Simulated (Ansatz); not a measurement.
CaSi₂:
```
CaSi2
1.0
    1.92453     1.11113     9.95493
   -1.92453     1.11113     9.95493
    0.00000    -2.22226     9.95493
Ca Si
2 4
Cartesian
  0.00000   0.00000  27.48228
  0.00000   0.00000   2.38251
  0.00000   0.00000  19.50464
  0.00000   0.00000  10.36015
  0.00000   0.00000   5.46093
  0.00000   0.00000  24.40387
```

Relaxed with PBEsol.

Which orbitals make up the states near the Fermi level in DFT-PBEsol in the program Ansatz with PAW potentials?

Within 0.5 eV of the Fermi level: Si 3p 47 %, Si 3s 10 %, Ca 4s 5 %, outside the projected shells 37 %. Projections are on Löwdin-orthogonalised atomic valence shells; empty p or d shells of many metals are not among them.

Tabulate the density of states.

States/eV per cell of 6 atoms, in 0.25 eV bins, energy from the Fermi level.

```csv
E (eV),total,Si 3p,Si 3s,Ca 4s
-7.85,1.24,0.56,0.65,0.01
-7.60,0.90,0.43,0.44,0.01
-7.35,0.94,0.41,0.50,0.01
-7.10,1.71,0.79,0.89,0.01
-6.85,1.36,0.62,0.71,0.01
-6.60,1.11,0.50,0.58,0.01
-6.35,0.99,0.44,0.52,0.01
-6.10,0.91,0.41,0.48,0.01
-5.85,1.04,0.48,0.48,0.06
-5.60,1.41,0.66,0.57,0.15
-5.35,1.63,0.79,0.62,0.18
-5.10,1.24,0.76,0.38,0.07
-4.85,1.33,0.84,0.38,0.08
-4.60,1.01,0.71,0.23,0.04
-4.35,1.72,1.40,0.21,0.07
-4.10,3.03,2.54,0.24,0.16
-3.85,2.11,1.79,0.17,0.09
-3.60,2.57,2.19,0.19,0.11
-3.35,3.25,2.79,0.22,0.12
-3.10,4.72,4.14,0.29,0.12
-2.85,3.31,2.89,0.21,0.07
-2.60,3.30,2.92,0.16,0.08
-2.35,2.76,2.49,0.12,0.04
-2.10,1.73,1.56,0.06,0.03
-1.85,2.77,2.27,0.16,0.13
-1.60,4.12,3.27,0.30,0.16
-1.35,3.64,2.75,0.23,0.26
-1.10,3.35,2.48,0.17,0.30
-0.85,1.90,1.38,0.10,0.15
-0.60,1.00,0.67,0.07,0.09
-0.35,0.81,0.50,0.07,0.06
-0.10,1.07,0.51,0.13,0.05
0.15,1.04,0.45,0.12,0.05
0.40,1.78,0.74,0.14,0.09
0.65,2.49,1.02,0.30,0.13
0.90,2.28,0.91,0.31,0.15
1.15,2.93,1.20,0.41,0.22
1.40,3.95,1.60,0.49,0.34
1.65,5.44,1.94,0.57,0.67
1.90,4.42,1.54,0.37,0.38
2.15,5.98,1.97,0.34,0.38
2.40,6.96,2.29,0.30,0.26
2.65,3.84,1.16,0.28,0.13
2.90,5.54,1.41,0.38,0.23
3.15,6.06,1.23,0.45,0.22
3.40,5.34,1.06,0.37,0.16
3.65,5.04,0.96,0.31,0.14
```

Space group R-3m. The first step of the workflow began from a Materials Project structure, measured or hypothetical; the Crystallography Open Database copy checked does not list it. COD files the formula under space group No. 164, so this cell is another polymorph or a model. Whether it is the stable phase at ambient conditions was not checked. The PBEsol relaxation kept the symmetry of its start; of distortions, only those at the zone centre were tested.

Potentials: the later of the program's two PAW sets.
